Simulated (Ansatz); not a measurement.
**Structure optimisation: phosphorus, omega (AlB2-type)**

Theory: DFT, PBEsol, plane waves (420 eV) with PAW, scalar-relativistic in Ansatz. (PAW data from PBE, frozen cores regenerated.)

k-point mesh 8×8×12, Fermi-Dirac smearing 0.1 eV, no spin polarisation. Cell and atoms relax.

Starting structure:

```
P
1.0
     4.41442    0.00000    0.00000
    -2.20721    3.82300    0.00000
     0.00000    0.00000    2.70604
P
3
Cartesian
  0.0000 0.0000 0.0000
  0.0000 2.5487 1.3530
  2.2072 1.2743 1.3530
```

Task: What cell does the relaxation end in?

Result: P6/mmm with a = 4.387 Å, c = 2.486 Å (c/a = 0.567); 13.81 Å³ per atom against 15.22 at the start (-9.3 %).

Task: How much energy does the relaxation gain?

Result: 64.9 meV per atom.
